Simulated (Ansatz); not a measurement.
TiAl:
```cif
data_AlTi
_chemical_formula_sum 'Ti1 Al1'
_space_group_name_H-M_alt 'P4/mmm'
_space_group_IT_number 123
_space_group_name_Hall '-P 4 2'
_cell_length_a 2.82160
_cell_length_b 2.82160
_cell_length_c 4.07720
_cell_angle_alpha 90.000
_cell_angle_beta 90.000
_cell_angle_gamma 90.000
loop_
_atom_site_label
_atom_site_type_symbol
_atom_site_symmetry_multiplicity
_atom_site_Wyckoff_symbol
_atom_site_fract_x
_atom_site_fract_y
_atom_site_fract_z
_atom_site_occupancy
Ti1 Ti 1 d 0.50000 0.50000 0.50000 1
Al1 Al 1 a 0.00000 0.00000 0.00000 1
```

Relaxed at zero pressure with the program Ansatz at the PBE level (PAW).

Task: The volume is lowered by 9 % and shape and atoms relax at that volume. What pressure results, and how do the axes share the change?

Result: 12.9 GPa; a -3.1 %, b -3.1 %, c -3.1 %; the energy rises by 54 meV/atom.

Task: Give the new structure.

Result: 
Space group P4/mmm (No. 123); a = b = 2.735 Å, c = 3.949 Å, α = β = γ = 90.00°

| atom | site | symmetry | x | y | z |
|---|---|---|---|---|---|
| Ti | 1d | 4/mmm | 0.5000 | 0.5000 | 0.5000 |
| Al | 1a | 4/mmm | 0.0000 | 0.0000 | 0.0000 |

The phase is kept; no other phase was compared at this pressure.

The cell was relaxed with PBE under the symmetry of its start. The run is not spin-polarised. Axis ratios of metals converge slowly with the k-mesh, so a and c are less sure than the volume.

Potentials: the earlier of the program's two PAW sets.
